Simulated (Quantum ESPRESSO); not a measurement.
OsSn5TaRu, input and log of a self-consistent run

A calculation, not a measurement. The program is pw.x of Quantum ESPRESSO 7.5 (plane-wave density functional theory). The cell is made up: eight metal atoms on a face-centred cubic lattice, with elements, volume, strain and displacements drawn at random and not relaxed, so it may be unstable or far from any real phase. PseudoDojo standard norm-conserving files set the functional (PBE unless stated); there is no spin polarisation or spin-orbit coupling, the Fermi-Dirac width of 0.25 eV means electrons at about 2900 K, and the masses in the input are unused placeholders. The tin pseudopotential is less sure than most, with forces differing by about three percent from a second method on plain tin. Heavy elements are run without spin-orbit coupling, which real alloys of them have. A spin test at this wide smearing found no moment, but such smearing suppresses magnetism that the real alloy may have.

Input:

```
&control calculation='scf', pseudo_dir='./dojo.nc.sr.pbe.v0_5.standard.upf', outdir='./o', disk_io='minimal', tprnfor=.true., tstress=.true. /
&system ibrav=0, nat=8, ntyp=4, nbnd=70, ecutwfc=84.00895049, nosym=.true., tot_charge=0,
 occupations='smearing', smearing='fd', degauss=0.0183746611
/
&electrons conv_thr=1.470e-08, electron_maxstep=70, mixing_beta=0.5 /
ATOMIC_SPECIES
Os 1.0 Os.upf
Ru 1.0 Ru.upf
Sn 1.0 Sn.upf
Ta 1.0 Ta.upf
CELL_PARAMETERS angstrom
2.1683 4.3091 2.1715
-0.0283 4.2948 -4.2864
-4.3711 4.3252 0.0021
ATOMIC_POSITIONS angstrom
Os 0.0844 -0.0128 0.1112
Sn -2.2142 2.1334 0.0582
Ta -0.0363 2.1476 -2.2148
Sn -2.2529 4.2886 -2.2591
Sn 0.077 4.404 0.0134
Sn -2.0632 6.5126 0.1431
Ru -0.009 6.3756 -2.1632
Sn -2.1959 8.5437 -2.2675
K_POINTS automatic
5 5 5 1 1 1
```

The log is shortened where brackets say so; the opening notice, blank lines, dates and the lines on written files are dropped, and the path of the files is cut. It prints rydbergs, bohrs and kilobars, and counts compression as positive stress. Its total energy is the free energy E - TS of the whole cell.

```
     Program PWSCF v.7.5
     Parallel version (MPI & OpenMP), running on       4 processor cores
     Number of MPI processes:                 4
     Threads/MPI process:                     1
     [start-up lines left out]
     bravais-lattice index     =            0
     lattice parameter (alat)  =       9.9969  a.u.
     unit-cell volume          =    1089.5549 (a.u.)^3
     number of atoms/cell      =            8
     number of atomic types    =            4
     number of electrons       =       115.00
     number of Kohn-Sham states=           70
     kinetic-energy cutoff     =      84.0090  Ry
     charge density cutoff     =     336.0358  Ry
     scf convergence threshold =      1.5E-08
     mixing beta               =       0.5000
     number of iterations used =            8  plain     mixing
     Exchange-correlation= PBE
                           (   1   4   3   4   0   0   0)
     [axes and pseudopotential details left out]
   Cartesian axes
     site n.     atom                  positions (alat units)
         1        Os     tau(   1) = (   0.0159543  -0.0024196   0.0210204  )
         2        Sn     tau(   2) = (  -0.4185545   0.4032807   0.0110017  )
         3        Ta     tau(   3) = (  -0.0068619   0.4059650  -0.4186679  )
         4        Sn     tau(   4) = (  -0.4258700   0.8106823  -0.4270420  )
         5        Sn     tau(   5) = (   0.0145555   0.8324966   0.0025330  )
         6        Sn     tau(   6) = (  -0.3900107   1.2310894   0.0270505  )
         7        Ru     tau(   7) = (  -0.0017013   1.2051920  -0.4089139  )
         8        Sn     tau(   8) = (  -0.4150952   1.6150321  -0.4286299  )
     number of k points=    63  Fermi-Dirac smearing, width (Ry)=  0.0184
                       cart. coord. in units 2pi/alat
        k(    1) = (   0.0004423   0.1227563  -0.0004223), wk =   0.0320000
        k(    2) = (  -0.1817103   0.1832588   0.0614014), wk =   0.0320000
     [further k points left out]
     Dense  grid:   113353 G-vectors     FFT dimensions: (  60,  72,  72)
     Estimated max dynamical RAM per process >     449.03 MB
     Estimated total dynamical RAM >       1.67 GB
     Initial potential from superposition of free atoms
     starting charge     114.9904, renormalised to     115.0000
     Starting wfcs are   75 randomized atomic wfcs
     total cpu time spent up to now is        7.5 secs
     per-process dynamical memory:   355.4 Mb
     Self-consistent Calculation
     iteration #  1     ecut=    84.01 Ry     beta= 0.50
     Davidson diagonalization with overlap
     ethr =  1.00E-02,  avg # of iterations =  3.3
     Threshold (ethr) on eigenvalues was too large:
     Diagonalizing with lowered threshold
     Davidson diagonalization with overlap
     ethr =  7.79E-04,  avg # of iterations =  1.9
     total cpu time spent up to now is       37.8 secs
     total energy              =   -1322.03467521 Ry
     estimated scf accuracy    <       0.90465408 Ry
     iteration #  2     ecut=    84.01 Ry     beta= 0.50
     Davidson diagonalization with overlap
     ethr =  7.87E-04,  avg # of iterations =  5.6
     total cpu time spent up to now is       56.1 secs
     total energy              =   -1321.58938670 Ry
     estimated scf accuracy    <      14.33049459 Ry
     iteration #  3     ecut=    84.01 Ry     beta= 0.50
     Davidson diagonalization with overlap
     ethr =  7.87E-04,  avg # of iterations =  3.0
     total cpu time spent up to now is       73.4 secs
     total energy              =   -1322.51383495 Ry
     estimated scf accuracy    <       0.19149464 Ry
     iteration #  4     ecut=    84.01 Ry     beta= 0.50
     Davidson diagonalization with overlap
     ethr =  1.67E-04,  avg # of iterations =  2.8
     total cpu time spent up to now is       88.8 secs
     total energy              =   -1322.52188022 Ry
     estimated scf accuracy    <       0.21014141 Ry
     iteration #  5     ecut=    84.01 Ry     beta= 0.50
     Davidson diagonalization with overlap
     ethr =  1.67E-04,  avg # of iterations =  2.0
     total cpu time spent up to now is      103.1 secs
     total energy              =   -1322.53843916 Ry
     estimated scf accuracy    <       0.06041812 Ry
     [iterations 6 to 7 left out]
     iteration #  8     ecut=    84.01 Ry     beta= 0.50
     Davidson diagonalization with overlap
     ethr =  1.41E-07,  avg # of iterations =  2.0
     total cpu time spent up to now is      150.6 secs
     total energy              =   -1322.54508751 Ry
     estimated scf accuracy    <       0.00002684 Ry
     iteration #  9     ecut=    84.01 Ry     beta= 0.50
     Davidson diagonalization with overlap
     ethr =  2.33E-08,  avg # of iterations =  2.0
     total cpu time spent up to now is      165.1 secs
     total energy              =   -1322.54509067 Ry
     estimated scf accuracy    <       0.00000386 Ry
     iteration # 10     ecut=    84.01 Ry     beta= 0.50
     Davidson diagonalization with overlap
     ethr =  3.35E-09,  avg # of iterations =  2.1
     total cpu time spent up to now is      179.7 secs
     total energy              =   -1322.54509106 Ry
     estimated scf accuracy    <       0.00000016 Ry
     iteration # 11     ecut=    84.01 Ry     beta= 0.50
     Davidson diagonalization with overlap
     ethr =  1.36E-10,  avg # of iterations =  4.5
     total cpu time spent up to now is      198.6 secs
     total energy              =   -1322.54509109 Ry
     estimated scf accuracy    <       0.00000004 Ry
     iteration # 12     ecut=    84.01 Ry     beta= 0.50
     Davidson diagonalization with overlap
     ethr =  3.65E-11,  avg # of iterations =  2.0
     total cpu time spent up to now is      213.2 secs
     End of self-consistent calculation
     [lines on levels left out]
!    total energy              =   -1322.54509110 Ry
     estimated scf accuracy    <          3.0E-09 Ry
     smearing contrib. (-TS)   =      -0.10247144 Ry
     internal energy E=F+TS    =   -1322.44261965 Ry
     The total energy is F=E-TS. E is the sum of the following terms:
     one-electron contribution =    -302.01013733 Ry
     hartree contribution      =     231.91878782 Ry
     xc contribution           =    -325.79470232 Ry
     ewald contribution        =    -926.55656783 Ry
     convergence has been achieved in  12 iterations
     Forces acting on atoms (cartesian axes, Ry/au):
     atom    1 type  1   force =    -0.00619307   -0.01207862   -0.00531942
     atom    2 type  3   force =     0.06161349    0.01549242    0.00186052
     atom    3 type  4   force =    -0.01055938    0.01230543   -0.00761834
     atom    4 type  3   force =     0.05388181    0.00369468    0.01083189
     atom    5 type  3   force =     0.03414418   -0.03399750   -0.01142247
     atom    6 type  3   force =    -0.09389179   -0.00886734   -0.02945208
     atom    7 type  2   force =     0.00933455    0.02167609    0.01793463
     atom    8 type  3   force =    -0.04832980    0.00177483    0.02318527
     Total force =     0.153546     Total SCF correction =     0.000252
     Computing stress (Cartesian axis) and pressure
          total   stress  (Ry/bohr**3)                   (kbar)     P=       22.32
   0.00009176   0.00023326   0.00011741           13.50       34.31       17.27
   0.00023326   0.00028729  -0.00003639           34.31       42.26       -5.35
   0.00011741  -0.00003639   0.00007622           17.27       -5.35       11.21
     init_run     :      7.14s CPU      7.43s WALL (       1 calls)
     electrons    :    204.84s CPU    205.72s WALL (       1 calls)
     forces       :      2.68s CPU      2.69s WALL (       1 calls)
     stress       :      9.46s CPU      9.63s WALL (       1 calls)
     [timing details left out]
     PWSCF        :   3m44.25s CPU   3m45.64s WALL
     JOB DONE.
```

In other units: free energy -17994.143 eV for the cell, pressure 2.23 GPa, largest force component 2.414 eV/Å in size. The run took 227 s of wall time with four MPI processes on a shared machine (AMD EPYC, Zen 5, virtual cores), so the time is rough. A rerun of this cell at a higher cutoff and on a denser mesh moved values by no more than 0.002 eV in energy, 0.08 GPa in stress and 0.012 eV/Å in force, and a second program with other atomic files agreed on that cell to 2 % rms in force and 0.5 GPa in pressure.